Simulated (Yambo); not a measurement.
Yambo run on CaCrO4 (space group I4_1/amd, No. 141). The wavefunctions come from this Quantum ESPRESSO step (PBEsol, PseudoDojo standard norm-conserving files, scalar-relativistic):

```
&CONTROL
  calculation = 'nscf'
  pseudo_dir = './pseudo'
  outdir = './out'
/
&SYSTEM
  ibrav = 0
  nat = 12
  ntyp = 3
  ecutwfc = 94.0
  ecutrho = 376.0
  occupations = 'fixed'
  force_symmorphic = .true.
  nbnd = 257
/
&ELECTRONS
  conv_thr = 1.2000000000000002e-08
  diago_full_acc = .true.
  diago_thr_init = 1e-08
/
ATOMIC_SPECIES
O 15.9990 O.upf
Ca 40.0780 Ca.upf
Cr 51.9961 Cr.upf
CELL_PARAMETERS angstrom
 -3.621970000000   3.621970000000   3.135930000000
  3.621970000000  -3.621970000000   3.135930000000
  3.621970000000   3.621970000000  -3.135930000000
ATOMIC_POSITIONS crystal
O   0.229790000000   0.909990000000   0.319800000000
O   0.659990000000   0.840190000000   0.180200000000
O   0.590190000000   0.909990000000   0.680200000000
O   0.659990000000   0.479790000000   0.819800000000
O   0.520210000000   0.340010000000   0.180200000000
O   0.090010000000   0.770210000000   0.680200000000
O   0.159810000000   0.340010000000   0.819800000000
O   0.090010000000   0.409810000000   0.319800000000
Ca   0.750000000000   0.250000000000   0.500000000000
Ca   0.000000000000   0.000000000000   0.000000000000
Cr   0.500000000000   0.500000000000   0.000000000000
Cr   0.250000000000   0.750000000000   0.500000000000
K_POINTS automatic
2 2 2 0 0 0
```

Yambo input:

```
rim_cut
gw0
dyson
el_el_corr
HF_and_locXC
ppa
em1d
RandQpts= 1000000
RandGvec= 1 Ry
EXXRLvcs= 94 Ry
VXCRLvcs= 376 Ry
Chimod= "HARTREE"
% BndsRnXp
 9 | 255 |
%
NGsBlkXp= 7 Ry
% LongDrXp
 1.0 | 1.0 | 1.0 |
%
PPAPntXp= 27.2114 eV
% GbndRnge
 1 | 255 |
%
GTermKind= "BG"
DysSolver= "n"
ExtendOut
% QPkrange
 1 | 1 | 48 | 49 |
 2 | 2 | 48 | 49 |
 3 | 3 | 48 | 49 |
 4 | 4 | 48 | 49 |
%
```

k points by index: 1 = Γ, 2 = X, 3 = N, 4 = M.

The o-*.qp file then holds:

```
#    K-point    Band    Eo [eV]    E [eV]    E-Eo [eV]    Vxc [eV]    Vnlxc [eV]    Sc|Eo [eV]    Sc|E [eV]    dSc/dw|Eo [eV]    Re(Z)    Im(Z)
#
    1    48    0.000000    -0.687536    -0.687536    -19.59099    -24.50241    4.017601    4.223890    -8.162977    0.769237    -0.001467
    1    49    2.309527    4.080832    1.771305    -21.97169    -15.83655    -3.869679    -4.363837    -7.591012    0.781881    -0.001161
    2    48    -0.304171    -1.025163    -0.720992    -19.21483    -24.21422    4.061981    4.278401    -8.166242    0.769166    -0.001686
    2    49    2.832923    4.728087    1.895165    -23.23708    -16.87036    -3.922914    -4.471553    -7.877375    0.775501    -0.533419E-3
    3    48    -0.142975    -0.848210    -0.705234    -19.39669    -24.34211    4.028573    4.240194    -8.163787    0.769220    -0.001504
    3    49    2.849163    4.756934    1.907771    -23.51726    -17.17539    -3.882237    -4.434097    -7.871703    0.775621    0.002110
    4    48    -0.553088    -1.281329    -0.728241    -19.19716    -24.24796    4.108216    4.322557    -8.005694    0.772665    -0.002902
    4    49    2.851470    4.773520    1.922050    -23.55667    -17.08715    -3.986910    -4.547471    -7.936033    0.774207    -0.342997E-3
```
(The two width columns are left out.) Convergence of these settings isn't established.

Geometry of the Materials Project entry, not relaxed at this level.

The runs are not spin-polarised; magnetic order was not tried.
